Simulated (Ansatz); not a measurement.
A relaxed structure of MgZn2 is spoiled in several ways and relaxed again each time (noise and exchanges are one random draw each; squeezed and stretched starts keep its symmetry, which their runs cannot lower; pressure is positive under compression). Calculation: PBEsol (plane waves to 420 eV, PAW, scalar-relativistic; Ansatz, an electronic-structure program).

```cif
data_Mg4Zn8
_chemical_formula_sum 'Mg4 Zn8'
_space_group_name_H-M_alt 'Cmcm'
_space_group_IT_number 63
_space_group_name_Hall '-C 2c 2'
_cell_length_a 4.90881
_cell_length_b 7.62928
_cell_length_c 5.32282
_cell_angle_alpha 90.000
_cell_angle_beta 90.000
_cell_angle_gamma 90.000
loop_
_atom_site_label
_atom_site_type_symbol
_atom_site_symmetry_multiplicity
_atom_site_Wyckoff_symbol
_atom_site_fract_x
_atom_site_fract_y
_atom_site_fract_z
_atom_site_occupancy
Mg1 Mg 4 c 0.00000 0.64157 0.25000 1
Zn1 Zn 4 c 0.00000 0.29340 0.25000 1
Zn2 Zn 4 a 0.00000 0.00000 0.00000 1
```
(The calculation used a cell of 6 atoms; values per cell refer to that cell.)

```
change                                                        first pressure (GPa)  largest first force (eV/Å)  released (eV/atom)  moves          outcome          final group  E − E(parent) (eV/atom)
------------------------------------------------------------  --------------------  --------------------------  ------------------  -----  ---------------  -------------------  -----------------------
with every coordinate shifted by Gaussian noise of σ = 0.3 Å                  20.3                        8.35                0.90     22  lower structure  P2₁/m (nearly Cmcm)                    -0.11
with one Mg and one Zn atom exchanged in a cell of 6 atoms                     1.4                        0.56                0.12     19   trapped higher                 Amm2                    +0.02
squeezed uniformly to 88 % of its volume                                         …                        0.21                   …     14                …                    …                        …
```

Problem. Complete the blanks.

Solution. 
- squeezed uniformly to 88 % of its volume, first pressure (GPa): 10.4
- squeezed uniformly to 88 % of its volume, released (eV/atom): 0.06
- squeezed uniformly to 88 % of its volume, outcome: returns to the parent
- squeezed uniformly to 88 % of its volume, final group: Cmcm
- squeezed uniformly to 88 % of its volume, E − E(parent) (eV/atom): 0.00

First-step values come from each run's starting, coarser k-mesh (8×8×6, 8×8×7). Each cell has its own k-point mesh; energy differences are given only to the digits this allows. No spin polarisation in the result.

The relaxation started from an entry of Materials Project.
